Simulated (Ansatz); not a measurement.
## SnAs: reading a single point

```
Sn As
1.0
     0.00000    2.84135    2.84135
     2.84135    0.00000    2.84135
     2.84135    2.84135    0.00000
Sn As
1 1
Direct
  0.00000 0.00000 0.00000
  0.50000 0.50000 0.50000
```

Single point in Ansatz 0.2.0 with PBEsol, no spin polarisation. Cutoff 420 eV, PAW datasets, 10×10×10 Γ-centred k mesh, fermi-dirac filling (width 0.1 eV).

(1) Which element gives electrons and which takes them?

(2) What do density and ELF say about some of the short contacts?

(3) Is there a gap?

(4) Are the atoms at rest?

(5) What is the formation energy?

(6) Is the cell too large or too small?

Origin: a database entry at a rescaled volume.

## Answers

(1) Bader charges in e: Sn +0.66, As -0.66. In the mean Sn gives up most and As takes most.

(2) Sn–As at 2.84 Å: least valence density 0.30 e/Å³ and ELF 0.53 there. Both are smooth PAW fields, read partly inside the augmentation spheres.

(3) It is a metal, with about 0.83 states/eV a cell as the mean within 0.25 eV of the Fermi level, mostly As p (43 %), Sn p (30 %) and Sn s (20 %).

(4) The forces vanish by the symmetry of the sites.

(5) -0.08 eV an atom against the elements' usual phases (free molecules for gases, crystals otherwise, with no correction for O₂ or N₂), so it is bound against them; other compounds may still compete. Relaxing would lower it.

(6) The pressure is 1.3 GPa (compression positive), so with the atoms held at these fractions the cell would first expand.
